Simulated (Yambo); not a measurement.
Yambo run on a free-standing CaI2 monolayer (symmetry P-3m1, slab cell 16.5 Å high). The wavefunctions come from this Quantum ESPRESSO step (PBEsol, PseudoDojo standard norm-conserving files, fully relativistic):

```
&CONTROL
  calculation = 'nscf'
  pseudo_dir = './pseudo'
  outdir = './out'
/
&SYSTEM
  ibrav = 0
  nat = 3
  ntyp = 2
  ecutwfc = 70.0
  ecutrho = 280.0
  occupations = 'fixed'
  force_symmorphic = .true.
  nbnd = 159
  noncolin = .true.
  lspinorb = .true.
  assume_isolated = '2D'
/
&ELECTRONS
  conv_thr = 3.0000000000000004e-09
  diago_full_acc = .true.
  diago_thr_init = 1e-08
/
ATOMIC_SPECIES
Ca 40.0780 Ca.upf
I 126.9045 I.upf
CELL_PARAMETERS angstrom
  4.435673381379   0.000000000000   0.000000000000
 -2.217836690689   3.841405831165   0.000000000000
  0.000000000000   0.000000000000  16.500000000000
ATOMIC_POSITIONS crystal
Ca   0.000000000000   0.000000000000   0.000000000000
I   0.333333333333   0.666666666667   0.106452390500
I   0.666666666667   0.333333333333  -0.106452390500
K_POINTS automatic
6 6 1 0 0 0
```

Yambo input:

```
rim_cut
gw0
dyson
el_el_corr
HF_and_locXC
ppa
em1d
rim_w
RandQpts= 1000000
RandGvec= 2 Ry
CUTGeo= "slab z"
EXXRLvcs= 70 Ry
VXCRLvcs= 280 Ry
Chimod= "HARTREE"
% BndsRnXp
 1 | 158 |
%
NGsBlkXp= 5 Ry
% LongDrXp
 1.0 | 1.0 | 0.0 |
%
RandGvecW= 711 mRy
PPAPntXp= 27.2114 eV
% GbndRnge
 1 | 158 |
%
GTermKind= "BG"
DysSolver= "n"
ExtendOut
% QPkrange
 1 | 1 | 24 | 25 |
 3 | 3 | 22 | 26 |
 4 | 4 | 24 | 25 |
 7 | 7 | 24 | 25 |
%
```

k points by index: 1 = Γ, 3 = (0, 0.333), 4 = M, 7 = K.

Resulting energies as the program prints them:

```
#    K-point    Band    Eo [eV]    E [eV]    E-Eo [eV]    Vxc [eV]    Vnlxc [eV]    Sc|Eo [eV]    Sc|E [eV]    dSc/dw|Eo [eV]    Re(Z)    Im(Z)
#
    1    24    0.000000    -1.255719    -1.255719    -11.37521    -14.10835    1.205767    1.477430    -5.886267    0.822151    -0.001695
    1    25    4.150045    5.766700    1.616655    -9.926952    -4.835760    -3.156111    -3.474537    -5.359069    0.835459    -0.001588
    3    22    -0.892141    -2.241806    -1.349665    -10.96050    -13.98701    1.372529    1.676851    -6.134873    0.816021    -0.001814
    3    23    -0.532958    -1.863776    -1.330818    -11.01537    -13.94085    1.299507    1.594668    -6.034479    0.818486    -0.001764
    3    24    -0.532958    -1.863776    -1.330819    -11.01537    -13.94085    1.299507    1.594668    -6.034479    0.818486    -0.001764
    3    25    3.558145    5.330714    1.772570    -10.72553    -5.437160    -3.154328    -3.515801    -5.548497    0.830628    -0.001599
    3    26    3.558145    5.330715    1.772570    -10.72553    -5.437160    -3.154328    -3.515801    -5.548497    0.830628    -0.001599
    4    24    -0.814629    -2.209688    -1.395059    -10.86238    -13.95699    1.386777    1.699553    -6.100127    0.816872    -0.001813
    4    25    3.394659    5.119632    1.724973    -10.55137    -5.406423    -3.070765    -3.419975    -5.508170    0.831652    -0.001592
    7    24    -0.952517    -2.336347    -1.383830    -10.82972    -13.92251    1.394947    1.708966    -6.174030    0.815064    -0.001836
    7    25    4.565353    6.662627    2.097274    -12.07562    -5.871259    -3.653907    -4.107083    -5.879360    0.822324    -0.001208
```
(The two width columns are left out.) Convergence of these settings isn't established.

Geometry relaxed with PBEsol.

This is a model layer cut from the bulk structure; whether it is stable on its own was not checked.
